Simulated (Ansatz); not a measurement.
## Run on LiGdSe2 (R-3m) — total moment held at 3.5 μB

Method: Ansatz, DFT, PBEsol, all-electron LAPW, scalar-relativistic.

Command: `ansatz run input.yaml --threads 2 --pin off --max-ram 6144MiB --backend cpu --events-out ev --progress --plain --runs-dir out`

```yaml
crystal:
  lattice:
    - [2.051740265, 1.1845727943, 6.4627941363]
    - [-2.051740265, 1.1845727943, 6.4627941363]
    - [0.0, -2.3691455886, 6.4627941363]
  atoms:
    - { symbol: Li, position: [0.5, 0.5, 0.5] }
    - { symbol: Gd, position: [0.0, 0.0, 0.0], spin: 3.5 }
    - { symbol: Se, position: [0.75164702, 0.75164702, 0.75164702] }
    - { symbol: Se, position: [0.24835298, 0.24835298, 0.24835298] }
magnetization:
  spin_polarized: true
  initial_magnetization: 3.5
  spin_locking: { lock_magnetization: hard }
kpoints:
  mp_grid: { grid: [6, 6, 6] }
scf:
  occupations: { method: fermi_dirac, width: 0.05 }
hamiltonian:
  xc: pbesol
  pseudopotentials: { kind: all_electron, lapw: { basis_error: 0.001 } }
output:
  forces: true
  stress: true
  eigenvalues: false
```

The program prints:

```
Warning: where an SCF of this run starts from atoms to list the orders of its open shells, Gd (site 1, from 0) starts with 7.00 μB on its 4f shell, in the place of the 3.50 μB that the deck gives it: an open f shell starts with all that it can hold by Hund's first rule. To start from spheres of the given moment, type scf.initial_density.shell_occupations: []
settings of this run that can trade accuracy for cost: output.eigenvalues: false. Do not mix this run's numbers with those of runs without the same settings; the input reference describes each key
LAPW: plane waves up to 7.732 Å⁻¹, error target 1.0e-3 eV per atom; small_component_spin mean_spin; Li in spheres of 1.502 Å, 3 of its electrons in bands, Dirac shells []; Se in spheres of 1.347 Å, 24 of its electrons in bands, Dirac shells []; Gd in spheres of 1.538 Å, 34 of its electrons in bands, Dirac shells [] (how accurate: hamiltonian.pseudopotentials.lapw.basis_error, Limitations)
Engine: ansatz 0.2.0
Pseudopotentials: kind: all_electron
Pseudopotential: Li, LAPW, valence charge 3, lapw/all_electron/scalar/gaussian/Li, Koelling and Harmon's equation, gaussian nucleus
Pseudopotential: Gd, LAPW, valence charge 34, lapw/all_electron/scalar/gaussian/Gd, Koelling and Harmon's equation, gaussian nucleus
Pseudopotential: Se, LAPW, valence charge 24, lapw/all_electron/scalar/gaussian/Se, Koelling and Harmon's equation, gaussian nucleus
Functional definition: PBEsol
  exchange = pbesol_x
  correlation = pbesol_c
Crystal: 4 atoms, lattice volume = 94.244 Å³
Basis set: ecut = 227.8011201089146 eV, 705 PW (Γ), FFT grids on a1−a3, a2−a3, a3, exchange–correlation at level 2
Bands: 54, of which v1, the nominal top of the filled ones, is band 43 counted from 1 (42 counted from 0)
Symmetry: 12 space group operations
Space group: R-3m (ITA 166), of the structure as read, at distance tolerance 4.6e-5 Å
Magnetic group: BNS 166.97 (UNI 1327), of the structure as read, at distance tolerance 4.6e-5 Å
k-points: 32 of 216
Non-local potential: Li, projectors of the file, none
Non-local potential: Gd, projectors of the file, none
Non-local potential: Se, projectors of the file, none
Initial density: superposition of atomic densities (chi_scale 0.1, normalization cell, long waves kept (reshape's long-wave potential 0.14 eV rms))
Starting moments: Σ|m| = 3.5 μB on 1 of 4 sites
Initial wavefunctions: plane waves of lowest kinetic energy (no species holds an atomic orbital)
Functional: x = pbesol(κ = 0.804, μ = 0.12345679012345678), c = pbesol(β = 0.046)
iter 1 solved again at ethr=9.66e-4 eV; its pass at ethr=1.00e-1 eV (dr2=8.21e-1 eV) is discarded
SCF iter   1: F=—  HF=-438957.085559 eV  |F-HF|=—  |Δ(HF+E_count)|=         —  Δρ=4.53e-2 (↑4.53e-2 ↓4.02e-2)  dr2=8.21e-1  dr2_m=1.49e0  M=3.500 μB ∫|m|=4.405 μB  β_m=0.30  ethr=9.66e-4  ⟨swp⟩=2.0  Hψ=21786  notcnv=0
preconditioner: auto → Kerker (q_TF=auto, 2.682 Å⁻¹)  [metal: Δε(μ)=0.015 eV  Ē_g=7.683 eV  σ=0.050 eV  W_gap=0.07  n_scr=28 (ndim 8)  ℏωp=18.3 eV  f_vac=0.012  D(μ)=8.88/eV (n_scr^D=110)]
spin=Collinear: Kerker preconditioning applied to the charge; magnetization (m = ρ↑ − ρ↓) channel mixes plain (no charge-response kernel on spin).
SCF iter   2: F=—  HF=-438956.583611 eV  |F-HF|=—  |Δ(HF+E_count)|=   5.02e-1  Δρ=3.25e-2 (↑3.25e-2 ↓2.89e-2)  dr2=5.38e-1  dr2_m=7.52e-1  M=3.500 μB ∫|m|=4.357 μB  β_m=0.65  ethr=9.66e-4  ⟨swp⟩=2.0  Hψ=10545  notcnv=0
iter 3 solved again at ethr=5.57e-5 eV; its pass at ethr=6.33e-4 eV (dr2=4.73e-2 eV) is discarded
SCF iter   3: F=—  HF=-438955.992968 eV  |F-HF|=—  |Δ(HF+E_count)|=   5.91e-1  Δρ=3.02e-3 (↑2.89e-3 ↓3.02e-3)  dr2=4.73e-2  dr2_m=2.74e-3  M=3.500 μB ∫|m|=4.360 μB  β_m=0.66  ethr=5.57e-5  ⟨swp⟩=2.0  Hψ=17681  notcnv=0
SCF iter   4: F=—  HF=-438956.078525 eV  |F-HF|=—  |Δ(HF+E_count)|=         —  Δρ=1.95e-3 (↑1.59e-3 ↓1.95e-3)  dr2=2.67e-2  dr2_m=1.08e-4  M=3.500 μB ∫|m|=4.406 μB  β_m=0.66  ethr=5.57e-5  ⟨swp⟩=2.0  Hψ=10500  notcnv=0
Mixer restart at iter 4: flushing history
the basis was enlarged: its passes take 4.0 MiB over the memory plan, 2 of 2 planned eigensolver slots
[...]
SCF 1 converged in 62 iterations: F = -438956.112155 eV  dr2 = 1.35e-9
Symmetry: 4 space group operations
k-points: 68 of 216
Initial density: read from a saved state, or passed on in memory by an earlier SCF of this step, an earlier step, the calling program or the single point that the run made first
Starting moments: Σ|m| = 3.5 μB on 1 of 4 sites; this step starts from the density that it was given
Initial wavefunctions: those read from a saved state, or passed on in memory by an earlier step or the calling program
[...]
the basis was enlarged: its passes take 4.0 MiB over the memory plan, 2 of 2 planned eigensolver slots
[...]
SCF 2 converged in 12 iterations: F = -438956.184513 eV  dr2 = 3.71e-9
[...]
the basis was enlarged: its passes take 4.0 MiB over the memory plan, 2 of 2 planned eigensolver slots
[...]
SCF 3 converged in 3 iterations: F = -438956.184513 eV  dr2 = 2.33e-9
Symmetry: 2 space group operations
k-points: 112 of 216
[...]
the basis was enlarged: its passes take 4.0 MiB over the memory plan, 2 of 2 planned eigensolver slots
[...]
SCF 4 converged in 19 iterations: F = -438956.201183 eV  dr2 = 8.95e-9
[...]
the basis was enlarged: its passes take 4.0 MiB over the memory plan, 2 of 2 planned eigensolver slots
[...]
SCF 5 converged in 3 iterations: F = -438956.201183 eV  dr2 = 7.54e-10
[...]
the basis was enlarged: its passes take 4.0 MiB over the memory plan, 2 of 2 planned eigensolver slots
[...]
SCF iter   2: F=—  HF=-438956.201200 eV  |F-HF|=—  |Δ(HF+E_count)|=   1.70e-5  Δρ=6.91e-5 (↑6.91e-5 ↓3.33e-5)  dr2=2.25e-5  dr2_m=7.49e-7  M=3.500 μB ∫|m|=4.382 μB  ethr=2.64e-8  ⟨swp⟩=2.0  Hψ=60537  notcnv=0
SCF iter   3: F=—  HF=-438956.201182 eV  |F-HF|=—  |Δ(HF+E_count)|=   1.85e-5  Δρ=3.43e-5 (↑3.43e-5 ↓5.02e-6)  dr2=5.78e-6  dr2_m=1.99e-7  M=3.500 μB ∫|m|=4.383 μB  ethr=3.21e-7  ⟨swp⟩=2.0  Hψ=36280  notcnv=0
SCF iter   4: F=-438956.201183 eV  HF=-438956.201183 eV  |F-HF|=3.61e-9  |Δ(HF+E_count)|=   1.62e-6  Δρ=5.27e-7 (↑4.74e-7 ↓5.27e-7)  dr2=3.45e-9  dr2_m=3.95e-11  M=3.500 μB ∫|m|=4.385 μB  ethr=4.29e-8  ⟨swp⟩=2.0  Hψ=36281  notcnv=0
an SCF along what the orbitals of the run's state read of its open shells (or to have them read: on a GPU, or by another smearing), with 10 of the crystal's symmetry operations given up (112 k-points in place of 32), reached no lower state that the run goes on to. This is no proof of a minimum
iter 1 solved again at ethr=1.00e-12 eV; its pass at ethr=1.18e-6 eV (dr2=7.26e-10 eV) is discarded
SCF iter   1: F=—  HF=-438956.201183 eV  |F-HF|=—  |Δ(HF+E_count)|=         —  Δρ=4.76e-7 (↑4.76e-7 ↓2.02e-7)  dr2=7.26e-10  dr2_m=4.23e-11  M=3.500 μB ∫|m|=4.385 μB  ethr=7.50e-12 (applied; sched 1.00e-12)  ⟨swp⟩=2.0  Hψ=58960  notcnv=0  reapply=7
the basis was enlarged: its passes take 4.0 MiB over the memory plan, 2 of 2 planned eigensolver slots
spin=Collinear: Kerker preconditioning applied to the charge; magnetization (m = ρ↑ − ρ↓) channel mixes plain (no charge-response kernel on spin).
SCF iter   2: F=—  HF=-438958.705932 eV  |F-HF|=—  |Δ(HF+E_count)|=    2.50e0  Δρ=4.69e-2 (↑4.69e-2 ↓1.16e-2)  dr2=1.10e1  dr2_m=2.93e-1  M=3.500 μB ∫|m|=5.387 μB  ethr=1.18e-6  ⟨swp⟩=4.1  Hψ=45939  notcnv=0  defer=3
SCF iter   3: F=—  HF=-438956.222201 eV  |F-HF|=—  |Δ(HF+E_count)|=    2.48e0  Δρ=1.18e-2 (↑1.18e-2 ↓1.51e-3)  dr2=3.70e-1  dr2_m=3.52e-2  M=3.500 μB ∫|m|=4.678 μB  ethr=1.36e-5  ⟨swp⟩=3.0  Hψ=41958  notcnv=0
SCF iter   4: F=—  HF=-438956.181897 eV  |F-HF|=—  |Δ(HF+E_count)|=   4.03e-2  Δρ=4.17e-3 (↑4.17e-3 ↓3.30e-4)  dr2=6.45e-2  dr2_m=3.22e-3  M=3.500 μB ∫|m|=4.572 μB  ethr=2.84e-6  ⟨swp⟩=3.0  Hψ=39650  notcnv=0
an SCF towards open shells with the spins of some unpaired electrons reversed, at the locked total moment, with 10 of the crystal's symmetry operations given up (112 k-points in place of 32), reached no lower state that the run goes on to. This is no proof of a minimum
SCF converged after 3 iterations
Stability not told: the SCF's own minimisation came to no verdict on its close; the lowest value that the minimisation read is 4.9e-3 (residual 3.8e-3): no lower mode is shown, and none is ruled out
Magnetization: 3.5000 μB (44.2500 up, 40.7500 down)
Absolute magnetization: 4.3848 μB (∫|ρ↑−ρ↓|)
Spin contamination: 1.4972 ħ² per cell (⟨S²⟩ above its minimum at these occupations)
Per-site moments (μB) at R_I (Å): [(-0.0182796132953289, 1.5022743132536052), (3.825187223251163, 1.5382565754388913), (-0.1323626015588637, 1.34749123414436), (-0.1323626015588637, 1.34749123414436)]
Free energy (F): -438956.201183 eV
Harris-Foulkes:  -438956.201183 eV  (|F-HF|=2.04e-9)
Internal energy: -438956.162242 eV  (E = F + TS)
E sigma→0 (E₀):  -438956.181713 eV
Entropy (-TS):   -0.038941 eV (-9.735 meV/atom)
Fermi energy:    9.386105 (↑ 8.594010, ↓ 10.178201) eV
--- Per-component energies (eV) ---
  E_band       = -6091.340489
  E_kinetic    = 468712.181221
  E_xc         = -11448.096949
  E_electrostatic = -896220.246515  (all electrons and nuclei)
  E_smearing   = -0.038941  (= −TS)
  E_closure    = 0.000000  (closes the sum)
  E_atoms      = -438929.574816  (free atoms, spherical and without spin; not in F)
  Σ components = -438956.201183   (vs F -438956.201183, Δ=0.00e0)
  Basis errors (estimates in eV, not in F): energy 3.1e-4 per atom: plane waves 2.5e-4 (1.4e-4 summed), levels above the bands 1.1e-51, relativity 4.5e-8, radial functions 5.4e-5, core shells 3.8e-7; eigenvalues (radial functions only) 2.1e-6; not estimated: angular momenta, meshes, grids; target (lapw.basis_error) 1.0e-3; muffin-tin radii Li 1.502 Å, Se 1.347 Å, Gd 1.538 Å
--- Forces (eV/Å), atoms counted from 1 ---
  atom   1  Li     0.00000000     0.00000000     0.00000000
  atom   2  Gd     0.00000000     0.00000000     0.00000000
  atom   3  Se    -0.00317217     0.07874809    -0.08050495
  atom   4  Se     0.00317217    -0.07874809     0.08050495
  max |Σ_I F_I| component: 0.00e0 eV/Å
--- Stress (GPa, compression-positive) ---
       -1.045436      -0.024727      -0.033246
       -0.024727      -1.391737       0.359844
       -0.033246       0.359844      -2.014546
  P = ⅓ Tr σ = -1.4839 GPa (-14.839 kbar)
settings of this run that can trade accuracy for cost: output.eigenvalues: false. Do not mix this run's numbers with those of runs without the same settings; the input reference describes each key
```

Site moments (μB): Li1 -0.02, Gd2 3.83, Se3 -0.13, Se4 -0.13. Cell moment 3.50 μB.

The magnetic group in the log treats spin as a scalar label, without spin–orbit coupling.

Without U a semilocal functional puts the f levels too near the Fermi level, which can change moments and the order of magnetic states; site and cell moments are spin moments. Spin–orbit coupling is left out although heavy atoms are present. In at least one run the program's final test of stability wasn't made or came to no verdict. With open f shells a run can end in a state that isn't the lowest. The magnetic state is the one that this cell and start allow. It needn't be the compound's measured order, which may need a larger cell or be absent.

It took 55 min on 2 threads of Arm Neoverse V1, with other jobs on the host, peak memory 3.8 GiB.
